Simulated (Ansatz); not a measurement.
Consider the following.

RbBr:
```xyz
2
Lattice="0.0000 3.4630 3.4630 3.4630 0.0000 3.4630 3.4630 3.4630 0.0000" Properties=species:S:1:pos:R:3 pbc="T T T"
Rb     0.0000     0.0000     0.0000
Br     3.4630     3.4630     3.4630
```

This is the r²SCAN-relaxed structure.

**Question.** All from the program Ansatz at the r²SCAN level (PAW), unless another level is named. Give the formation energy from the elements (no fitted shifts).

**Answer.** -1987 meV/atom.

**Question.** Predict the electron effective mass with spin–orbit coupling.

**Answer.** 0.38 mₑ (isotropic).

**Question.** Give the hole effective mass with spin–orbit coupling, band 1 of 2 at the edge.

**Answer.** 5.3 along [100], 3.1 along [110], 2.6 along [111] (mₑ).

**Question.** And the hole effective mass, band 2 of 3 at the edge?

**Answer.** 5.5 along [100], 2.2 along [110], 2.8 along [111] (mₑ).

**Question.** Predict the weight of the valence-edge state by species (Voronoi cells).

**Answer.** Br 96 %, Rb 4 %.

**Question.** Predict the valence-band maximum.

**Answer.** at Γ.

Space group Fm-3m (rock salt). Symmetry was held in the r²SCAN relaxation; phonons on a q-mesh show no instability. The references are the lowest solids computed at this level, not always the standard phases. Spin–orbit coupling is left out wherever it is not named.

Potentials: the later of the program's two PAW sets.

Edges and masses are those of Kohn–Sham bands, whose gap is no quasiparticle gap.
